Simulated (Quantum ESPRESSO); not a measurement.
# MgPd3HfZr2Ta: one composition in several site orders

A calculation, not a measurement. The program is pw.x of Quantum ESPRESSO 7.5 (plane-wave density functional theory). The cell is made up: eight metal atoms on a hexagonal close-packed lattice, with elements, volume, strain and displacements drawn at random and not relaxed, so it may be unstable or far from any real phase. PseudoDojo standard norm-conserving files set the functional (PBE unless stated); there is no spin polarisation or spin-orbit coupling, the Fermi-Dirac width of 0.25 eV means electrons at about 2900 K, and the masses in the input are unused placeholders. Heavy elements are run without spin-orbit coupling, which real alloys of them have. A spin test at this wide smearing found no moment, but such smearing suppresses magnetism that the real alloy may have.

The runs put one composition on the sites in different orders. Cell, positions, cutoff, mesh and smearing stay as in the input of run 1; sites are counted in its order. Stress in the tables is positive in tension.

Input of run 1:

```
&control calculation='scf', pseudo_dir='./dojo.nc.sr.pbe.v0_5.standard.upf', outdir='./o', disk_io='medium', tprnfor=.true., tstress=.true. /
&system ibrav=0, nat=8, ntyp=5, nbnd=74, ecutwfc=84.00895049, nosym=.true., tot_charge=0,
 occupations='smearing', smearing='fd', degauss=0.0183746611
/
&electrons conv_thr=1.470e-08, electron_maxstep=70, mixing_beta=0.5 /
ATOMIC_SPECIES
Hf 1.0 Hf.upf
Mg 1.0 Mg.upf
Pd 1.0 Pd.upf
Ta 1.0 Ta.upf
Zr 1.0 Zr.upf
CELL_PARAMETERS angstrom
4.5678 -2.6342 0.0205
-3.0899 -0.0395 -4.8995
3.0485 5.2741 0.0687
ATOMIC_POSITIONS angstrom
Mg 0.0013 -0.0174 0.0284
Pd 1.4667 2.6926 0.0168
Hf -0.0456 1.721 -2.4072
Zr 1.5432 4.4107 -2.3968
Pd 3.0056 -0.0546 0.0729
Pd 4.6301 2.6054 0.106
Zr 1.466 -0.8644 -2.4313
Ta 3.0404 1.7302 -2.4816
K_POINTS automatic
5 5 4 1 1 1
```

```
run  elements on sites 1 to 8  free energy less that of run 1 (eV)  -TS (eV)  pressure (GPa)  stress xx (GPa)  stress yy (GPa)  stress zz (GPa)  stress yz (GPa)  stress xz (GPa)  stress xy (GPa)  iterations
  1   Mg Pd Hf Zr Pd Pd Zr Ta                                0.000    -1.645           -4.45             4.09             4.45             4.82             0.81             0.79             0.04          17
  2   Ta Zr Pd Pd Hf Mg Pd Zr                               -0.273    -1.606           -4.94             4.48             4.36             5.99             0.18            -0.41             0.69          17
  3   Pd Zr Ta Zr Pd Pd Hf Mg                               -0.373    -1.613           -4.92             4.09             4.74             5.93             0.00             1.06            -0.12          17
  4   Mg Hf Pd Zr Zr Pd Pd Ta                               -0.263    -1.751           -5.14             4.91             5.74             4.77             1.90             1.23            -0.90          17
  5   Zr Ta Pd Pd Pd Mg Zr Hf                               -0.553    -1.492           -5.03             5.62             5.52             3.94             0.37             1.19            -0.22          17
  6   Ta Pd Zr Hf Mg Zr Pd Pd                               -0.266    -1.700           -4.33             6.14             4.60             2.25            -1.05             3.05            -1.80          17
```

Forces Fx Fy Fz (eV/Å):

```
site              run 1             run 2              run 3              run 4             run 5              run 6
   1    0.00 0.04 -0.09   0.50 0.40 -0.93    0.04 0.22 -0.11    0.15 0.14 -0.50   0.45 0.53 -0.79    0.29 -0.04 0.68
   2   0.48 -0.32 -0.03  0.28 -1.03 -0.48   0.49 -0.52 -0.14    0.80 -0.66 0.39  0.10 -0.66 -0.50    0.09 -0.35 0.03
   3    0.42 1.08 -0.65    0.04 0.02 0.12  -0.19 -0.18 -0.19     0.17 0.30 0.03   0.15 0.30 -0.06    -0.03 0.58 0.33
   4   -0.63 -0.95 0.21  -0.23 0.01 -0.06   -0.46 0.26 -0.78    -0.43 0.36 0.00  -0.26 -0.32 0.31   -0.08 -0.80 0.72
   5    0.08 0.45 -0.44  -0.20 -0.40 0.54    0.26 0.28 -0.29    0.52 0.20 -0.85   0.08 0.44 -0.28    0.32 0.53 -0.95
   6  -0.26 -0.10 -0.02  -0.83 0.69 -0.45   -0.44 0.02 -0.11  -0.15 -0.08 -0.13   -0.80 0.04 0.09   -0.62 0.06 -0.99
   7    0.42 -0.06 0.02  -0.02 -0.08 0.27    0.22 -0.15 1.05   0.09 -0.23 -0.13   0.39 0.37 -0.40  -0.09 -0.08 -0.04
   8   -0.51 -0.14 1.00    0.44 0.39 0.99     0.08 0.07 0.55   -1.15 -0.02 1.19  -0.10 -0.71 1.63     0.12 0.11 0.23
```

The sites are displaced and not relaxed, so the energy differences mix bonding between neighbours with strain and are not ordering energies. A rerun of one cell of this series at a higher cutoff and on a denser mesh moved values by no more than 0.008 eV in energy, 0.04 GPa in stress and 0.007 eV/Å in force, and a second program with other atomic files agreed on that cell to 2 % rms in force and 0.5 GPa in pressure.